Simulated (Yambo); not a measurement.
Yambo run on KAuF₄ (space group I4/mcm, No. 140). The wavefunctions are norm-conserving PBEsol (Quantum ESPRESSO, 84 Ry, scalar-relativistic) ones on a 2×2×2 mesh (56 occupied bands); a = b = c = 7.079 Å, α = β = 129.81°, γ = 73.72°.

Yambo input:

```
rim_cut
gw0
dyson
el_el_corr
HF_and_locXC
ppa
em1d
RandQpts= 1000000
RandGvec= 1 Ry
EXXRLvcs= 84 Ry
VXCRLvcs= 336 Ry
Chimod= "HARTREE"
% BndsRnXp
 9 | 315 |
%
NGsBlkXp= 7 Ry
% LongDrXp
 1.0 | 1.0 | 1.0 |
%
PPAPntXp= 27.2114 eV
% GbndRnge
 1 | 315 |
%
GTermKind= "none"
DysSolver= "n"
ExtendOut
% QPkrange
 2 | 2 | 56 | 57 |
%
```

k points by index: 2 = X.

The o-*.qp file then holds:

```
#    K-point    Band    Eo [eV]    E [eV]    E-Eo [eV]    Vxc [eV]    Vnlxc [eV]    Sc|Eo [eV]    Sc|E [eV]    dSc/dw|Eo [eV]    Re(Z)    Im(Z)
#
    2    56    0.000000    -1.617630    -1.617630    -23.40586    -30.18806    4.810833    5.164565    -5.949952    0.820574    -0.001061
    2    57    2.318904    4.767965    2.449061    -23.36710    -18.89837    -1.532730    -2.019673    -5.410277    0.834150    -0.962377E-3
```
(The two width columns are left out.) Convergence of these settings isn't established.

Spin-orbit coupling is not included.

Geometry of the Materials Project entry, not relaxed at this level.
